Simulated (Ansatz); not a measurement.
Task: Each is relaxed and computed with PBE in the plane-wave PAW code Ansatz. Which is the only metal?
(A) HfSiO4, I4_1/amd (Hf on 4a, Si on 4b, O on 16h)
(B) SiMo, P6/mmm (Mo on 3f, Si on 1a, Si on 2d)
(C) Te2Mo, P6_3/mmc (Mo on 2c, Te on 4f)
(D) SiO2, rutile

Result: B, SiMo, P6/mmm (Mo on 3f, Si on 1a, Si on 2d). SiMo: metal; Te2Mo: gap 0.97 eV (indirect); HfSiO4: gap 5.31 eV (indirect); SiO2: gap 5.04 eV (direct). Constructed cells (a structure type filled with these elements, in neither database checked): SiMo, P6/mmm (Mo on 3f, Si on 1a, Si on 2d). Not the usual ambient phase: SiO2, rutile. Weakly bound layers, chains or molecules computed without a dispersion correction, so cells and soft constants are ill determined: Te2Mo, P6_3/mmc (Mo on 2c, Te on 4f). All cells were relaxed under the symmetry of their starts (and spin orders); stability against distortions was not tested throughout. Rows with no word on spin ran without spin polarisation. Scalar-relativistic: spin–orbit coupling is off unless named, which matters more the heavier the elements.

Potentials: the later of the program's two PAW sets.
